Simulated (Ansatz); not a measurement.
Input and command of a plane-wave DFT calculation in Ansatz:

```yaml
crystal:
  lattice:
    - [0.0, 2.89562162, 2.89562162]
    - [2.89562162, 0.0, 2.89562162]
    - [2.89562162, 2.89562162, 0.0]
  atoms:
    - { symbol: Ga, position: [0.0, 0.0, 0.0] }
    - { symbol: W, position: [0.25, 0.25, 0.25] }
    - { symbol: W, position: [0.75, 0.75, 0.75] }
basis:
  ecutwfc: 420
kpoints:
  mp_grid: { grid: [6, 6, 6] }
hamiltonian:
  xc: pbe
scf:
  occupations: { method: gaussian, width: 0.1 }
  lower_state_search: "off"
output:
  forces: true
  stress: true
  eigenvalues: true
relax:
  adjacent_minimum: "off"
  f_tol: 0.04
  max_steps: 70
  cell: { stress_tol: 0.4 }
```

```bash
ansatz run input.yaml --threads 1 --pin off --max-ram 2560MiB --backend cpu --events-out ev --progress --plain --runs-dir out
```

Processor: Arm Neoverse V1, 1 thread, on a host shared with other jobs.

Problem. Estimate time, memory and problem size.

Solution. About 9.5 s on 1 thread of Arm Neoverse V1, with other jobs on the host, peak memory 0.32 GiB. It solves 25 bands at 16 k points (the mesh reduced by the symmetry that the task leaves, which can be less than the crystal's) with about 965 plane waves (on the last cell), in 33 SCF iterations over 5 ionic steps.
